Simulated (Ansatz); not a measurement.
NbP:
```xyz
2
Lattice="3.1074 0.0000 0.0000 0.0000 3.1074 0.0000 0.0000 0.0000 3.1074" Properties=species:S:1:pos:R:3 pbc="T T T"
Nb     0.0000     0.0000     0.0000
P      1.5537     1.5537     1.5537
```

Relaxed with r²SCAN. Special points in fractions of this cell's reciprocal vectors: Γ (0.000, 0.000, 0.000); X (0.000, 0.500, 0.000); M (0.500, 0.500, 0.000); R (0.500, 0.500, 0.500).

List the band energies nearest the Fermi level at these points for DFT-r²SCAN in the program Ansatz with PAW potentials.

In eV from the Fermi level; about four levels below and three above (degenerate sets whole), none deeper than 8.9 eV; points with the same levels are listed once.

| k | below | above |
|---|---|---|
| Γ | -3.57 -3.57 -0.05 -0.05 -0.05 | 1.91 1.91 1.91 |
| X | -8.08 -2.61 -2.61 -2.32 | 2.47 3.58 5.05 |
| M | -4.93 -4.93 -2.95 -0.21 -0.21 | 1.62 2.67 3.86 |
| R | -8.67 -6.96 -6.96 -6.96 | 3.64 3.64 3.64 |

Space group Pm-3m (CsCl type). A made-up cell: these elements were put on the sites of a structure type; neither database checked (COD, Materials Project) lists it. COD files the formula under space group No. 141, so this cell is another polymorph or a model. Whether it is the stable phase at ambient conditions was not checked. The r²SCAN relaxation kept the symmetry of its start; of distortions, only those at the zone centre were tested. The run is not spin-polarised. Scalar-relativistic: spin–orbit coupling is off unless named, which matters more the heavier the elements.

Potentials: the later of the program's two PAW sets.
